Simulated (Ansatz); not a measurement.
Re:
```cif
data_Re6
_chemical_formula_sum 'Re6'
_space_group_name_H-M_alt 'P-6m2'
_space_group_IT_number 187
_space_group_name_Hall 'P -6 2'
_cell_length_a 2.77758
_cell_length_b 2.77758
_cell_length_c 13.42429
_cell_angle_alpha 90.000
_cell_angle_beta 90.000
_cell_angle_gamma 120.000
loop_
_atom_site_label
_atom_site_type_symbol
_atom_site_symmetry_multiplicity
_atom_site_Wyckoff_symbol
_atom_site_fract_x
_atom_site_fract_y
_atom_site_fract_z
_atom_site_occupancy
Re1 Re 2 g 0.00000 0.00000 0.33332 1
Re2 Re 2 h 0.33333 0.66667 0.16681 1
Re3 Re 1 a 0.00000 0.00000 0.00000 1
Re4 Re 1 f 0.66667 0.33333 0.50000 1
```

Relaxed with PBE.

Which orbitals make up the states near the Fermi level in plane-wave PAW PBE (Ansatz code)?

Within 0.5 eV of the Fermi level: Re 5d 88 %, outside the projected shells 6 %. Projections are on Löwdin-orthogonalised atomic valence shells; empty p or d shells of many metals are not among them.

Tabulate the density of states.

States/eV per cell of 6 atoms, in 0.25 eV bins, energy from the Fermi level.

```tsv
E (eV)	total	Re 5d	Re 6s	Re 5p
-7.85	0.62	0.04	0.54	0.02
-7.60	0.73	0.06	0.62	0.02
-7.35	0.81	0.10	0.67	0.02
-7.10	0.98	0.16	0.76	0.03
-6.85	1.21	0.27	0.87	0.03
-6.60	1.97	0.78	1.11	0.04
-6.35	3.96	2.39	1.46	0.05
-6.10	4.46	2.91	1.45	0.06
-5.85	4.87	3.51	1.26	0.06
-5.60	5.15	3.92	1.12	0.06
-5.35	5.83	4.71	1.02	0.06
-5.10	6.38	5.47	0.80	0.06
-4.85	5.93	5.25	0.58	0.06
-4.60	5.67	5.18	0.39	0.06
-4.35	4.79	4.41	0.27	0.06
-4.10	5.24	4.84	0.27	0.07
-3.85	5.54	5.15	0.25	0.07
-3.60	6.02	5.58	0.26	0.07
-3.35	5.53	5.10	0.26	0.07
-3.10	6.39	5.88	0.31	0.07
-2.85	5.35	4.88	0.28	0.06
-2.60	5.90	5.39	0.31	0.06
-2.35	6.77	6.18	0.34	0.06
-2.10	8.95	8.18	0.42	0.08
-1.85	7.74	7.02	0.41	0.06
-1.60	7.08	6.39	0.41	0.05
-1.35	7.43	6.69	0.44	0.05
-1.10	8.98	8.18	0.47	0.05
-0.85	7.55	6.74	0.45	0.04
-0.60	6.75	5.99	0.38	0.04
-0.35	6.64	5.92	0.32	0.03
-0.10	4.88	4.28	0.25	0.02
0.15	3.99	3.50	0.19	0.01
0.40	4.17	3.69	0.17	0.01
0.65	4.55	4.15	0.15	0.01
0.90	4.20	3.84	0.12	0.01
1.15	4.15	3.85	0.10	0.01
1.40	3.91	3.66	0.09	0.01
1.65	3.95	3.72	0.09	0.01
1.90	4.13	3.94	0.11	0.01
2.15	3.94	3.73	0.12	0.01
2.40	4.31	4.09	0.13	0.01
2.65	4.77	4.52	0.15	0.01
2.90	5.63	5.33	0.18	0.00
```

The start of the workflow was typed in or built on a structure type; neither database checked (COD, Materials Project) lists it. It is not the phase usual at ambient conditions (space group No. 194). The cell was relaxed with PBE under the symmetry of its start; its stability against distortions is not shown here. No spin polarisation was allowed. Spin–orbit coupling is left out wherever it is not named.

Potentials: the earlier of the program's two PAW sets.
